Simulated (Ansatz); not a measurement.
These are results of DFT PBE, scalar-relativistic, plane waves, PAW (Ansatz), not measurements. Settings: cutoff 420 eV, Γ-centred meshes spaced at most about 0.3 Å⁻¹, and about 0.25 Å⁻¹ or finer for metals (2π included), Gaussian smearing. Collinear spin in cells that started with moments and kept them past the coarse steps, no spin elsewhere.

These are static total energies at zero pressure.

Compare these two cells of TaO5, each relaxed at this level.

A. (no spin)

```yaml
crystal:
  lattice:
    - [3.66377, 0.00000, 0.00000]
    - [-1.83189, 3.17292, 0.00000]
    - [0.00000, 0.00000, 5.24567]
  atoms:
    - { symbol: Ta, position: [0.00000, 0.00000, 0.00000] }
    - { symbol: O, position: [0.50000, 0.00000, 0.50000] }
    - { symbol: O, position: [0.50000, 0.50000, 0.50000] }
    - { symbol: O, position: [0.00000, 0.50000, 0.50000] }
    - { symbol: O, position: [0.33333, 0.66667, 0.00000] }
    - { symbol: O, position: [0.66667, 0.33333, 0.00000] }
```

B. (site moments Ta -0.2; O -0.6 (×2), -0.5 μB)

```yaml
crystal:
  lattice:
    - [2.96690, 0.00000, 0.00000]
    - [-1.48345, 2.56941, 0.00000]
    - [0.00000, 0.00000, 10.93850]
  atoms:
    - { symbol: Ta, position: [0.66667, 0.33333, 0.00000] }
    - { symbol: O, position: [0.00000, 0.00000, 0.89156] }
    - { symbol: O, position: [0.00000, 0.00000, 0.10844] }
    - { symbol: O, position: [0.66667, 0.33333, 0.59123] }
    - { symbol: O, position: [0.00000, 0.00000, 0.50000] }
    - { symbol: O, position: [0.66667, 0.33333, 0.40877] }
```

Task: Which is lower in energy, and by how much?

Result: B is lower, by 23 meV/atom. A has space group P6/mmm (No. 191), 10.2 Å³/atom and no gap on its mesh; B has space group P-6m2 (No. 187), 13.9 Å³/atom and no gap. Their magnetic states differ too, which can make part of the margin. In A, Ta has 6 O at 2.12 Å; O on a site of symmetry mmm has 4 O at 1.83 Å; O on a site of symmetry -6m2 is surrounded by 3 O at 2.12 Å and 3 Ta at 2.12 Å. In B, Ta has 6 O at 2.08 Å and 6 Ta at 2.97 Å; O on a site of symmetry 3m has 3 Ta at 2.08 Å and 1 O at 2.37 Å; around O on a second site of symmetry 3m lie 4 O at 1.98–2.00 Å (long contacts); 1 more site not described. Both come from invented guesses.

No dispersion correction is applied, so the spacing and binding between layers, chains or molecules are poorly described (P6/mmm, P-6m2), and this can change margins and order among such cells. These runs have no spin–orbit coupling, which can matter for Ta. In P6/mmm an odd number of electrons in the primitive cell allows no gap without spin; a larger cell or a magnetic state could open one. The magnetic state reached may not be the lowest. Cells relaxed within their symmetry can be saddle points. Some candidate types were left out of the draw beforehand, so a known form may be missing.
